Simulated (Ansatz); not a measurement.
WS2 (2H-MoS2 type, space group P6_3/mmc)

```yaml
crystal:
  lattice:
    - [3.15408, 0.00000, 0.00000]
    - [-1.57704, 2.73152, 0.00000]
    - [0.00000, 0.00000, 12.13731]
  atoms:
    - { symbol: W, position: [0.33333, 0.66667, 0.25000] }
    - { symbol: W, position: [0.66667, 0.33333, 0.75000] }
    - { symbol: S, position: [0.33333, 0.66667, 0.62026] }
    - { symbol: S, position: [0.66667, 0.33333, 0.12026] }
    - { symbol: S, position: [0.66667, 0.33333, 0.37974] }
    - { symbol: S, position: [0.33333, 0.66667, 0.87974] }
```

The slice is a (0001) plane (indices of the conventional cell) through the point (0.667, 0.333, 0.380) (fractional), spanned by u = [110] and v = [1 -1 0] in vectors of this cell: u (3.15 Å) and v (5.46 Å, at 90° to u). It covers one period; positions are fractions (u, v).

These are PBE-D3(BJ) (plane waves to 420 eV, PAW, scalar-relativistic; Ansatz, an electronic-structure program) values and carry that method's errors. k mesh 12×12×3. Inside the PAW spheres the values are not all-electron values, and peaks at nuclei hang on which shells count as valence. Spin-orbit coupling is left out, though W is heavy. WS2 is run without spin polarisation. WS2 was relaxed with its symmetry unable to fall.

Sketch the electrostatic potential energy of an electron, from the cell's mean on this plane as a map.


```
|xxxxxxxxxx00558888885500xxxxxxxx|
|xxxxxxxxxx22668899886622xxxxxxxx|
|xxxxxxxxxx44779999997744xxxxxxxx|
|xxxxxxxx337788999999887733xxxxxx|
|xxxx22446688999999999988664422xx|
|44556677888899999999998888776655|
|77777788888888888888888888887777|
|77888888887766555555667788888888|
|88887777664422xxxxxx224466777788|
|8877776633xxxxxxxxxxxxxx33667777|
|88776644xxxxxxxxxxxxxxxxxx446677|
|88776622xxxxxxxxxxxxxxxxxx226677|
|88775500xxxxxxxxxxxxxxxxxx005577|
|887755xxxxxxxxxxxxxxxxxxxxxx5577|
|88885500xxxxxxxxxxxxxxxxxx005588|
|99886622xxxxxxxxxxxxxxxxxx226688|
|99997744xxxxxxxxxxxxxxxxxx447799|
|9999887733xxxxxxxxxxxxxx33778899|
|99999988664422xxxxxx224466889999|
|99999988887766554455667788889999|
|88888888888877777777778888888888|
|55556677888888887788888888776655|
|xxxx22446677778888887777664422xx|
|xxxxxxxx336677778877776633xxxxxx|
|xxxxxxxxxx44667788776644xxxxxxxx|
|xxxxxxxxxx22667788776622xxxxxxxx|
|xxxxxxxxxx00557788775500xxxxxxxx|
|xxxxxxxxxxxx5577887755xxxxxxxxxx|
```
Scale: ten equal steps from 1.56 (start of '0') to 9.66 (end of '9'), in the order '0123456789'. Values: electrostatic potential energy of an electron, from the cell's mean, in eV. The map has 16 points along u (two characters each, u = 0 at the left) and 28 along v (v = 0 in the bottom row). Points within 1 Å of a nucleus are blanked (x), as the pseudised field means little there. The zero, the cell's mean, hangs on the PAW cores.
